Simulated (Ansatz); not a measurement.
Thermal properties of In₃Sb₂As from its phonons

All numbers below come from Ansatz 0.2.0, DFT PBE, scalar-relativistic, plane waves, PAW. Plane waves to 420 eV; Γ-centred k mesh 12×12×4; Fermi-Dirac smearing of 0.15 eV. No spin polarisation. Phonons by linear response, acoustic sum rule imposed.

The cell, relaxed at this level:
```cif
data_structure
_symmetry_space_group_name_H-M 'P3m1'
_symmetry_Int_Tables_number 156
_cell_length_a 4.5912
_cell_length_b 4.5912
_cell_length_c 11.2449
_cell_angle_alpha 90.000
_cell_angle_beta 90.000
_cell_angle_gamma 120.000
_cell_volume 205.28
loop_
_atom_site_label
_atom_site_type_symbol
_atom_site_symmetry_multiplicity
_atom_site_Wyckoff_symbol
_atom_site_fract_x
_atom_site_fract_y
_atom_site_fract_z
_atom_site_occupancy
In1 In 1 a 0.00000 0.00000 0.01258 1
In2 In 1 b 0.33333 0.66667 0.66728 1
In3 In 1 c 0.66667 0.33333 0.32055 1
Sb1 Sb 1 b 0.33333 0.66667 0.92175 1
Sb2 Sb 1 c 0.66667 0.33333 0.57687 1
As1 As 1 a 0.00000 0.00000 0.25097 1
```

It was reached by relaxing an invented guess, and it needn't be the stable form of this composition. In a metal, frequencies and elastic constants depend on the k mesh and the smearing, soft modes and shear constants most. Spin–orbit coupling is left out, which matters for heavy elements. The q mesh is coarse, so values between its points are rough.

Force constants from linear response on a 2×2×1 q mesh, interpolated to a fine mesh.

Task: Give the zero-point energy per atom.

Result: 21.5 meV.

Task: How large are the vibrational entropy and heat capacity at 300 K?

Result: S = 5.38 k_B and C_V = 2.91 k_B per atom, 97 % of the Dulong–Petit value.

Task: Tabulate them against temperature.

Result:
```
T (K)  F_vib (meV/atom)  S (k_B/atom)  C_V (k_B/atom)
  100              11.8          2.42            2.32
  200             -17.5          4.22            2.80
  300             -59.2          5.38            2.91
  400            -109.3          6.22            2.95
  500            -165.9          6.88            2.96
  600            -227.6          7.43            2.98
  700            -293.7          7.88            2.98
  800            -363.4          8.28            2.99
  900            -436.3          8.63            2.99
 1000            -512.1          8.95            2.99
```
